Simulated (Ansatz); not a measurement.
# Data sheet: W₂NCl₈ (DFT)

W₂NCl₈:
```
W2NCl8
1.0
    1.01529     0.12413    -6.88140
    0.77299    -6.32275     0.00000
   -6.30462     0.00000     0.00000
W N Cl
2 1 8
Direct
  0.23175   0.59430   0.94729
  0.76825   0.40570   0.05271
  0.00000   0.50000   0.00000
  0.77602   0.61413   0.37396
  0.22398   0.38587   0.62604
  0.41069   0.30709   0.11170
  0.58931   0.69291   0.88830
  0.69028   0.20736   0.72518
  0.30972   0.79264   0.27482
  0.87303   0.12002   0.21697
  0.12697   0.87998   0.78303
```
The run is spin-polarised; directions of the spins, atom by atom: ↑ ↑ 0 0 0 0 0 0 0 0 0.

Space group P-1 (No. 2); conventional cell a = 6.3046 Å, b = 6.3698 Å, c = 6.9570 Å, α = 90.00°, β = 98.39°, γ = 96.97°.

Method: the program Ansatz at the r²SCAN+D4 level (PAW). The cell and atoms are relaxed at this level. Other levels are named where they apply.

**Cell and energy**

- Volume per atom = 24.94 Å³
- Density = 4.03 g/cm³
- Formation energy from the elements (no fitted shifts) = -0.95 eV/atom

**Electronic structure**

- Band gap = 0.42 eV (indirect)
- Valence-band maximum = at T2 (k = 0.000, 0.500, 0.500 in fractions of the reciprocal vectors)
- Conduction-band minimum = at U2 (k = 0.500, 0.000, 0.500 in fractions of the reciprocal vectors)
- Smallest direct gap on the standard path = 0.54 eV

**Magnetism**

* **Magnetic order**: ferromagnetic
* **Net moment**: 0.09 μB per atom

**Charges**

- Bader charges: W +2.41, N -1.06, Cl -0.57 to -0.44 e

The workflow started from a Materials Project entry (that database holds measured and hypothetical structures alike); the Crystallography Open Database copy checked does not list it. Entries of such low symmetry are often ordered models of mixed-site phases. Whether it is the stable phase at ambient conditions was not checked. The cell was relaxed with r²SCAN+D4 under the symmetry of its start; whether a distortion lowers the energy is not shown. Magnetic state: ferromagnetic, chosen from 2 collinear starts compared on coarse meshes (ties went to the first, and starts can fall back to one state), not a proven ground state. Other orbital occupations within this spin state were not tried. No Hubbard U is applied. Point labels and valley counts follow the cell and symmetry of the run, lower than the named group. The references are the lowest solids computed at this level, not always the standard phases (solids in place of the gases). Spin–orbit coupling is left out wherever it is not named.

Potentials: the later of the program's two PAW sets.
